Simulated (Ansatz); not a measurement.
## Zone-centre phonons of Cu at 11 GPa: input and output

Computed with DFT LDA, scalar-relativistic, plane waves, PAW (Ansatz).

Launched with:
```bash
ansatz run input.yaml --threads 1 --pin off --max-ram 3072MiB --backend cpu --events-out ev --progress --plain --runs-dir out
```

Input (bare energies are in eV):
```yaml
crystal:
  lattice:
    - [2.4428851239, 0.0, 0.0]
    - [-1.221442562, 2.1156005758, 0.0]
    - [0.0, 0.0, 4.0063332158]
  atoms:
    - { symbol: Cu, position: [0.3333333333, 0.6666666667, 0.25] }
    - { symbol: Cu, position: [0.6666666667, 0.3333333333, 0.75] }
basis:
  ecutwfc: 420
kpoints:
  mp_grid: { grid: [18, 18, 10] }
hamiltonian:
  xc: lda
scf:
  occupations: { method: fermi_dirac, width: 0.15 }
output:
  eigenvalues: true
phonons:
  method: dfpt
  eigenvectors: true
```

The end of the output:
```
--- Phonons (Γ-DFPT): 2 representative perturbations + reference, on 546 of 3240 k-points (Σ response iterations 7) ---
  k mesh reduced under 4 symmetry operations, with k and −k counted as one. Each operation leaves every solved displacement unchanged or reverses it
  ASR residual: 2.062e-4 → 0.000e0 eV/Å²; symmetrization residual: 1.646e-9 eV/Å²
  ASR residual per site (eV/Å²): 2.06e-4 2.06e-4
  Γ frequencies (cm⁻¹): 0.00 0.00 0.00 125.36 125.36 305.09
  non-analytic LO–TO correction: not included (Born effective charges unavailable; polar crystals: no LO–TO splitting at Γ)
```

The run took 27 s on 1 thread of AMD EPYC 9R45 96-Core Processor (Zen 5) (shared host), peak memory 1.1 GiB.

In a metal, frequencies and elastic constants depend on the k mesh and the smearing, soft modes and shear constants most. Other phases may be more stable at this pressure.

This form isn't the element's structure at ambient conditions.